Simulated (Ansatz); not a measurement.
A geometry of La away from equilibrium: the start of the relaxation of a relaxed La cell with every coordinate shifted by Gaussian noise of σ = 0.2 Å. Computed with PBE (plane waves to 420 eV, PAW, scalar-relativistic; Ansatz, a program for electronic structure). Γ-centred k-mesh 10×10×3 on the run's cell (coarser than for final values), Fermi–Dirac smearing 0.05 eV.

```xyz
4
Lattice="3.7704 0.0000 0.0000 -1.8852 3.2652 0.0000 0.0000 0.0000 12.0810" Properties=species:S:1:pos:R:3:forces:R:3 pbc="T T T" free_energy=-25001.169 pressure_GPa=0.0
La     0.0895     0.0358     0.0621   -0.1352   -0.0066   -0.2056
La    -0.2750    -0.0614     5.8932    0.0796    0.0146    0.2910
La    -0.3187     2.3301     3.0316    0.1005   -0.1087   -0.0965
La     1.8390     0.9316     9.0430   -0.0450    0.1006    0.0110
```

Positions in Å, forces in eV/Å, free energy of the cell in eV (comparable only within this code, potentials and settings). Largest force: 0.30 eV/Å, on La2 (atoms numbered as listed); the geometry lies 0.02 eV/atom above the end of its relaxation.

No spin polarisation in the result.
